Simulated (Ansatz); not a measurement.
**Which element?**

Cell vectors (Å):

```
3.9027 0.0000 0.0000
0.0000 3.9027 0.0000
0.0000 0.0000 3.9027
```

```tsv
atom	a	b	c
Sc	0.0000	0.0000	0.0000
X	0.0000	0.5000	0.5000
X	0.5000	0.0000	0.5000
X	0.5000	0.5000	0.0000
```

Method: LDA, all-electron LAPW in Ansatz 0.2.0, scalar-relativistic. k mesh 10×10×10, strains of ±0.008, Fermi-Dirac smearing of 0.100 eV.

Elastic constants of a crystal by Kohn-Sham DFT: slopes of the stress over finite engineering strains of the given cell, Voigt indices, Cartesian axes as in the cell vectors.

| index | elastic (GPa) |
| --- | --- |
| 11 | 243.5 |
| 12 | 158 |
| 44 | 103.6 |

Q: All X atoms are one element. Which one was computed?

A: Pd; the crystal is ScPd3 (Pm-3m, a database entry that needn't be its stable phase).

Limits of these numbers: responses of metals move with mesh and smearing.
